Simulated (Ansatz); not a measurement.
GaAs:
```
GaAs
1.0
    0.00000     2.82943     2.82943
    2.82943     0.00000     2.82943
    2.82943     2.82943     0.00000
Ga As
1 1
Cartesian
  0.00000   0.00000   0.00000
  4.24415   4.24415   4.24415
```

Relaxed with PBEsol.

Decompose the optical modes at the zone centre into irreducible representations, and say which are infrared and Raman allowed.

Point group -43m: Γ_opt = T2. Infrared: T2. Raman: T2.

Assign frequencies (DFPT, DFT-PBEsol in the program Ansatz with PAW potentials; without the LO–TO term).

T2 263 cm⁻¹.

Space group F-43m (zinc blende). The cell was relaxed with PBEsol under the symmetry of its start; phonons on a q-mesh show no instability.

Potentials: the later of the program's two PAW sets.
